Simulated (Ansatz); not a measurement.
HfO2 (tetragonal-ZrO2 type, space group P4_2/nmc)

```
CELL_PARAMETERS angstrom
      3.60482     0.00000     0.00000
      0.00000     3.60482     0.00000
      0.00000     0.00000     5.26502
ATOMIC_POSITIONS crystal
  Hf 0.00000 0.00000 0.00000
  Hf 0.50000 0.50000 0.50000
  O  0.00000 0.50000 0.19324
  O  0.00000 0.50000 0.69324
  O  0.50000 0.00000 0.30676
  O  0.50000 0.00000 0.80676
```

This relaxed cell (volume V₀) is scaled evenly in all directions, its shape held. The atoms relax within the cell's symmetry.

Level of theory: PBE (plane waves to 420 eV, PAW, scalar-relativistic; Ansatz, a first-principles code). k mesh 9×9×6 (Γ-centred), Fermi-Dirac smearing 0.05 eV. E stands for the smeared free energy. Stress and pressure are positive under compression. With the shape held, the modulus is that of even scaling; a crystal free to change shape is softer. HfO2 is run without spin polarisation. HfO2 was relaxed with its symmetry unable to fall. Spin-orbit coupling is left out, though Hf is heavy. The PAW data are Ansatz's earlier set. This is a high-temperature form of HfO2. The zero of ΔE is the relaxed starting cell.

```tsv
V (Å³/atom)	ΔE (meV/atom)
10.719	26.7
10.833	18.2
10.947	11.4
11.061	6.3
11.175	withheld
11.289	0.7
11.403	0.0
11.517	0.7
11.631	2.5
11.745	5.6
11.859	9.7
11.973	14.9
12.087	21.1
```

Task: Fit a third-order Birch-Murnaghan form (E₀, V₀, B₀, B₀′ free) to the given rows and predict ΔE at V = 11.175.

Result: Least squares on the 12 given rows: ΔE = E₀ + (9V₀B₀/16)·y²·[2 + (B₀′ − 4)y], y = (V₀/V)^(2/3) − 1, with V₀ = 11.404 Å³/atom, B₀ = 184.5 GPa (160.2 GPa = 1 eV/Å³; the term in eV is multiplied by 1000), B₀′ = 4.81, E₀ = 0.02 meV/atom; root-mean-square residual 0.03 meV/atom. At 11.175 the fit gives 2.8 meV/atom; the calculation gives 2.7 meV/atom, so the interpolation is off by 0.1 (+3.7 %). For the pressure the fit gives 3.9 GPa against the computed 4.0 GPa.

(Under strain, the slope of the energy per volume gives the stress and its curvature an elastic modulus.)
